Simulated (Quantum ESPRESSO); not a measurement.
Simulation results for Al₂In₂AgW₃ (simulated cell)

Computed with Quantum ESPRESSO 7.5. Calculation on a made-up metal alloy cell, not a measurement: no spin or spin-orbit, unrelaxed, 2900 K smearing, stress positive in tension, cell energy less fitted offsets; periodic Kohn-Sham density functional theory in plane waves with PseudoDojo standard norm-conserving scalar-relativistic pseudopotentials, each functional with its own files (v0.5 for PBE, v0.4.1 for LDA and PBEsol), eight atoms on drawn sites of a strained close-packed or body-centred lattice, each displaced and held fixed; the energy is the cell's free energy, ions and the entropy term -TS included, at the stated Fermi-Dirac width, less a fixed offset for each atom's element (shifted free energy); compositions with an open d shell lost a parallel starting moment in a cheaper test run, and other magnetic orders were not tried; an error bar is the largest change of its kind in a tighter rerun, never given below 0.002 eV, 0.02 GPa or 0.003 eV/angstrom, and covers cutoff and k-mesh only, not smearing or the files.

Al₂In₂AgW₃ (simulated cell)

```
CELL_PARAMETERS angstrom
2.94840 -0.00480 0.01130
-0.00830 5.00430 -0.03420
0.03550 -0.06210 9.22920
ATOMIC_POSITIONS crystal
In 0.99140 0.00027 0.99631
Al 0.97304 0.01298 0.49584
W 0.00934 0.33000 0.24766
W 0.96575 0.31890 0.74456
In 0.51372 0.50701 0.99001
Ag 0.48610 0.49369 0.50334
W 0.49701 0.83442 0.24319
Al 0.53073 0.84129 0.74627
```

* lattice type: hexagonal close-packed
* functional: pbe
* cutoff: 1116 eV
* fermi dirac smearing: 0.25 eV
* electrons removed: 0
* k mesh: 8 x 5 x 3 shifted half a step off Gamma on each axis
* stress yy: ?
* stress xy: ?

Atoms:
```
atoms element  atom site  atom energy offset (eV)
           In          1                 -1808.02
           Al          2                   -63.26
            W          3                 -2063.48
            W          4                 -2063.48
           In          5                 -1808.02
           Ag          6                 -4218.03
            W          7                 -2063.48
           Al          8                   -63.26
```

Notes: heavy elements are run without spin-orbit coupling, which real alloys of them have; a spin test at this wide smearing found no moment, but such smearing suppresses magnetism that the real alloy may have; lattice, volume and sites are drawn at random and may be unstable or far from any real phase; energies are for the whole cell, less offsets fitted to these runs, so they are not formation energies; error bars: energy 0.0058 eV, stress 0.15 GPa, force 0.0066 eV/Å, from a tighter rerun of a related cell, whose elements or sites may differ.

To be estimated
1. Estimate the stress yy of Al₂In₂AgW₃ (simulated cell).
2. Al₂In₂AgW₃ (simulated cell): stress xy?
3. Give the table of forces values for Al₂In₂AgW₃ (simulated cell).

## Answers
1. -2.33 GPa
2. -0.67 GPa
3. 
Forces:
```
site  x (eV/Å)  y (eV/Å)  z (eV/Å)
   1     0.216     0.373     0.058
   2     0.146     -0.19    -0.759
   3    -0.106     0.345     0.424
   4     0.637    -0.369    -0.254
   5    -0.388      -0.5      0.46
   6    -0.021     0.645    -0.349
   7    -0.123    -0.032     1.746
   8    -0.361    -0.272    -1.326
```

Further results for Al₂In₂AgW₃ (simulated cell):

* entropy term negative ts: -0.961 eV
* pressure: 5.4 GPa
* stress xx: -2.58 GPa
* stress zz: -11.28 GPa
* stress yz: 0.79 GPa
* stress xz: 0.78 GPa
* shifted free energy: 1.251 eV
